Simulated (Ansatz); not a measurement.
# YMg₅: distorted cells

All numbers below come from DFT PBEsol, scalar-relativistic, plane waves, PAW (Ansatz).

Cutoff 420 eV; k points 9×9×8 on the computed 6-atom cell (Γ-centred); Gaussian smearing, width 0.10 eV; no spin polarisation.

Reference cell:

```xyz
6
Lattice="5.7325 0.0000 0.0000 -2.8663 4.9645 0.0000 0.0000 0.0000 5.1512" Properties=species:S:1:pos:R:3 pbc="T T T"
Y     0.0000    0.0000    2.5756
Mg   -1.8296    3.1690    0.0000
Mg    3.6593    0.0000    0.0000
Mg    1.0366    1.7955    0.0000
Mg    2.8663    1.6548    2.5756
Mg    0.0000    3.3097    2.5756
```

Each variant moves atoms of this cell by the vectors given, if any (Å), and then applies a symmetric strain (tensor components, Cartesian axes). The reference cell isn't relaxed at this level. Energies are per atom at zero smearing, counted from the reference cell. Pressure is positive in compression.

1. strain (xx yy zz yz xz xy, %) 1.78 1.78 -1.22 0.00 0.00 0.00; moves: Mg2 (-0.042, 0.073, 0.000); Mg3 (0.085, 0.000, 0.000); Mg4 (-0.042, -0.073, 0.000)
2. strain (xx yy zz yz xz xy, %) -0.11 -0.11 -1.61 0.00 0.00 0.00; moves: Mg2 (0.177, -0.306, 0.000); Mg3 (-0.354, 0.000, 0.000); Mg4 (0.177, 0.306, 0.000)
3. strain (xx yy zz yz xz xy, %) 0.49 0.49 -2.51 0.00 0.00 0.00; moves: Mg2 (0.055, 0.349, 0.000); Mg3 (0.275, -0.222, 0.000); Mg4 (-0.330, -0.127, 0.000)
4. strain (xx yy zz yz xz xy, %) -0.85 -0.85 2.15 0.00 0.00 0.00; moves: Mg2 (-0.106, 0.184, 0.000); Mg3 (0.212, 0.000, 0.000); Mg4 (-0.106, -0.184, 0.000)
5. strain (xx yy zz yz xz xy, %) -1.83 -1.83 -4.83 0.00 0.00 0.00; moves: Mg2 (0.018, -0.030, 0.000); Mg3 (-0.035, 0.000, 0.000); Mg4 (0.018, 0.030, 0.000); Mg5 (0.000, 0.000, -0.029); Mg6 (0.000, 0.000, 0.029)
6. strain (xx yy zz yz xz xy, %) -2.49 -2.49 6.51 0.00 0.00 0.00; moves: Mg2 (-0.071, 0.122, 0.000); Mg3 (0.141, 0.000, 0.000); Mg4 (-0.071, -0.122, 0.000)
7. strain (xx yy zz yz xz xy, %) -1.98 -1.98 -7.98 0.00 0.00 0.00; moves: Mg2 (0.021, -0.037, 0.000); Mg3 (-0.042, 0.000, 0.000); Mg4 (0.021, 0.037, 0.000)
8. strain (xx yy zz yz xz xy, %) 0.27 0.27 -2.73 0.00 0.00 0.00; moves: Mg2 (0.081, 0.027, 0.000); Mg3 (-0.017, -0.083, 0.000); Mg4 (-0.063, 0.056, 0.000)
9. strain (xx yy zz yz xz xy, %) 3.41 3.41 1.91 0.00 0.00 0.00; moves: Mg2 (-0.042, 0.073, 0.000); Mg3 (0.085, 0.000, 0.000); Mg4 (-0.042, -0.073, 0.000)

The reference cell has pressure -0.68 GPa, largest force 0.039 eV/Å and gap none (metal).

**Question.** Order the variants by energy, lowest first.

**Answer.** 8 (9.3 meV/atom), 1 (12.9 meV/atom), 5 (16.8 meV/atom), 2 (21.4 meV/atom), 4 (24.0 meV/atom), 6 (26.5 meV/atom), 9 (33.5 meV/atom), 7 (48.7 meV/atom), 3 (72.5 meV/atom).

**Question.** Order them by pressure, highest first.

**Answer.** 7 (5.40 GPa), 5 (3.18 GPa), 3 (1.38 GPa), 2 (0.48 GPa), 8 (0.39 GPa), 4 (-0.37 GPa), 6 (-0.86 GPa), 1 (-1.26 GPa), 9 (-3.21 GPa).